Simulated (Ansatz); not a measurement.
A generator proposed this cell of EuBe₃.

```
Eu Be
1.0
     3.71372    0.00000    0.00000
     0.00000    3.71372    0.00000
     0.00000    0.00000    3.71372
Eu Be
1 3
Direct
  0.00000 0.00000 0.00000
  0.50000 0.00000 0.50000
  0.00000 0.50000 0.50000
  0.50000 0.50000 0.00000
```

The calculation used DFT PBE, scalar-relativistic, plane waves, PAW in Ansatz 0.2.0. Plane waves to 420 eV, a k mesh through Γ of 6×6×6 on the computed 4-atom cell and Gaussian smearing (0.10 eV); collinear spin from starting moments 7.0 0.0 0.0 0.0 μB.

Formation energies are uncorrected and refer to the elements' standard structures at the same level.

**Question.** How far from equilibrium is it?

**Answer.** The pressure is 19.8 GPa (it wants to expand), the largest force is 0.00 eV/Å (symmetry fixes the atoms), and the energy is +0.99 eV/atom against the elements. The shortest distance is 2.63 Å.

**Question.** Is it a good guess?

**Answer.** A fair one: relaxing gains about 0.19 eV/atom (the start's value is from the coarse mesh, so the gain is rough) in 9 ionic steps and ends at +0.80 eV/atom on the finer mesh. The symmetry stays Pm-3m (No. 221). The end has the Cu3Au (L1_2) type. The volume per atom grows by 28.5 %, from 12.8 to 16.5 Å³. The shortest distance goes from 2.63 Å (Eu–Be and Be–Be) to 2.86 Å (Eu–Be and Be–Be). Conventional cell: a = 4.038 Å. Around Eu lie 12 Be at 2.86 Å and 6 Eu at 4.04 Å; Be is surrounded by 4 Eu at 2.86 Å and 8 Be at 2.86 Å.

The last run used collinear spin, a 12×12×12 mesh for its 4-atom cell and Gaussian smearing of 0.10 eV. The 4f shell of Eu is treated without a Hubbard U, which places its levels poorly. The magnetic state reached may not be the lowest. The relaxation can't lower the symmetry of the start, and the grade says only how near the guess is to its own end. A structure relaxed within its symmetry needn't be a true minimum.
